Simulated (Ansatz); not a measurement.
Starting cell, MoS2 (2H-MoS2 type, space group P6_3/mmc):

```xyz
6
Lattice="3.1730 0.0000 0.0000 -1.5865 2.7479 0.0000 0.0000 0.0000 12.4366" Properties=species:S:1:pos:R:3 pbc="T T T"
Mo     0.0000     1.8319     3.1091
Mo     1.5865     0.9160     9.3274
S      0.0000     1.8319     7.7717
S      1.5865     0.9160     1.5534
S      1.5865     0.9160     4.6649
S      0.0000     1.8319    10.8832
```

In this cell atom 4 (S, nearest neighbour Mo at 2.403 Å; its periodic images, 3.2 Å or more away, move with it) is moved by s along Cartesian x, unit vector (1.000, 0.000, 0.000); all other atoms and the cell stay fixed.

Calculation: r2SCAN+rVV10 (plane waves to 500 eV, PAW, scalar-relativistic; Ansatz, an electronic-structure program). k mesh 10×10×3 (Γ-centred), Fermi-Dirac smearing 0.05 eV. As the smearing reaches across the gap at some points, energies and forces of such displacements shift with the k mesh and the smearing. F∥ is the force on the atom along that direction. MoS2 is run without spin polarisation. MoS2 was relaxed with its symmetry unable to fall. 

```csv
s (Å),F∥ (eV/Å)
-0.720,4.992
-0.576,4.940
-0.432,4.045
-0.288,2.818
-0.144,1.438
0.000,0.000
0.144,-1.438
0.288,-2.818
0.432,-4.045
0.576,-4.940
0.720,-4.992
```

### Question
What is the force constant k = d²E/ds² of this move at s = 0?

### Answer
10.1 eV/Å². The forces along the line at the two nearest points give (1.438 − (-1.438)) / (2·0.144) = 9.99 eV/Å²; the next pair corrects for the finite step.

(For displaced atoms, the force is minus the slope of the energy, and its curvature is a force constant, which sets phonon frequencies.)
